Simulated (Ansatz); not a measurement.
SrO:
```
CELL_PARAMETERS angstrom
      0.00000     2.53233     2.53233
      2.53233     0.00000     2.53233
      2.53233     2.53233     0.00000
ATOMIC_POSITIONS crystal
  Sr 0.50000 0.50000 0.50000
  O  0.00000 0.00000 0.00000
```

Relaxed with LDA in the plane-wave PAW code Ansatz. Indices refer to the conventional cell of Fm-3m, a = b = c = 5.0647 Å, α = β = γ = 90.00°.

Question: Simulate the powder diffraction pattern (Co Kα, λ = 1.79026 Å; lines above 1 %) up to 2θ = 90°.

Answer: Simulated powder pattern, Co Kα, λ = 1.79026 Å (kinematic, ideal powder, no thermal factors, no anomalous dispersion; the 30 strongest lines at most, above 1 %, up to 2θ = 90°):

| 2θ (°) | d (Å) | I/Imax (%) | hkl |
|---|---|---|---|
| 35.65 | 2.924 | 92 | (111) |
| 41.40 | 2.532 | 100 | (200) |
| 59.99 | 1.791 | 65 | (220) |
| 71.77 | 1.527 | 41 | (311) |
| 75.50 | 1.462 | 22 | (222) |
| 89.98 | 1.266 | 11 | (400) |

Symmetry was held in the LDA relaxation; phonons on a q-mesh show no instability.

Potentials: the earlier of the program's two PAW sets.
